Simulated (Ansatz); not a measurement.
Y$_{2}$Ga$_{3}$Cu:
```xyz
6
Lattice="4.3325 0.0000 0.0000 -2.1663 3.7521 0.0000 0.0000 0.0000 7.2933" Properties=species:S:1:pos:R:3 pbc="T T T"
Y      2.1663     1.2507     5.6030
Y      2.1663     1.2507     1.7338
Ga     0.0000     2.5014     0.1465
Ga     0.0000     2.5014     3.3385
Ga     0.0000     0.0000     3.9907
Cu     0.0000     0.0000     7.0673
```

Relaxed with r²SCAN.

**Question.** Which orbitals make up the states near the Fermi level in r²SCAN in the plane-wave PAW code Ansatz?

**Answer.** Within 0.5 eV of the Fermi level: Y 4d 59 %, Ga 4p 29 %, Cu 3d 5 %. Projections are on Löwdin-orthogonalised atomic valence shells; empty p or d shells of many metals are not among them.

**Question.** Tabulate the density of states.

**Answer.** States/eV per cell of 6 atoms, in 0.25 eV bins, energy from the Fermi level.

```tsv
E (eV)	total	Y 4d	Cu 3d	Ga 4p
-7.85	1.78	0.17	0.01	0.38
-7.60	1.51	0.14	0.03	0.26
-7.35	1.52	0.18	0.05	0.20
-7.10	2.00	0.38	0.09	0.19
-6.85	3.08	0.66	0.16	0.38
-6.60	0.01	0.00	0.00	0.00
-6.35	1.46	0.27	0.06	0.38
-6.10	1.26	0.21	0.03	0.40
-5.85	0.79	0.13	0.01	0.28
-5.60	0.65	0.11	0.01	0.23
-5.35	0.58	0.11	0.01	0.20
-5.10	0.55	0.10	0.02	0.19
-4.85	0.70	0.13	0.04	0.26
-4.60	0.94	0.16	0.08	0.37
-4.35	2.60	0.51	0.31	0.99
-4.10	2.72	0.42	0.79	0.87
-3.85	3.00	0.29	1.55	0.78
-3.60	6.19	0.43	4.34	1.12
-3.35	13.43	0.60	11.16	1.28
-3.10	15.86	0.61	13.82	0.96
-2.85	4.18	0.45	2.44	0.88
-2.60	2.89	0.45	0.97	1.14
-2.35	2.73	0.56	0.51	1.35
-2.10	3.46	0.78	0.43	1.91
-1.85	3.68	0.91	0.41	1.99
-1.60	3.02	0.87	0.28	1.60
-1.35	3.79	1.16	0.25	2.07
-1.10	3.93	1.42	0.25	1.92
-0.85	4.32	1.69	0.28	2.03
-0.60	2.75	1.25	0.18	1.13
-0.35	1.48	0.81	0.10	0.48
-0.10	1.10	0.63	0.06	0.32
0.15	1.49	0.89	0.06	0.41
0.40	2.50	1.56	0.10	0.65
0.65	3.08	1.98	0.11	0.69
0.90	3.65	2.28	0.10	0.81
1.15	3.25	2.04	0.07	0.74
1.40	2.33	1.46	0.05	0.49
1.65	1.19	0.89	0.03	0.19
1.90	2.10	1.39	0.04	0.41
2.15	3.40	2.11	0.05	0.68
2.40	4.24	2.49	0.06	0.83
2.65	4.36	2.52	0.05	0.84
2.90	5.55	3.36	0.05	1.02
3.15	5.66	3.64	0.05	0.93
3.40	5.63	3.73	0.05	0.89
3.65	4.31	2.68	0.04	0.76
3.90	3.90	2.36	0.03	0.72
4.15	4.75	2.76	0.03	0.96
```

Space group P3m1. The workflow started from a Materials Project entry (that database holds measured and hypothetical structures alike); the Crystallography Open Database copy checked does not list it. With Ga and Cu taken as one species the cell has the higher symmetry P-3m1, so it may be an ordered model of a mixed-site phase. Whether it is the stable phase at ambient conditions was not checked. The r²SCAN relaxation kept the symmetry of its start; whether a distortion lowers the energy is not shown. No spin polarisation was allowed. Scalar-relativistic: spin–orbit coupling is off unless named, which matters more the heavier the elements.

Potentials: the earlier of the program's two PAW sets.
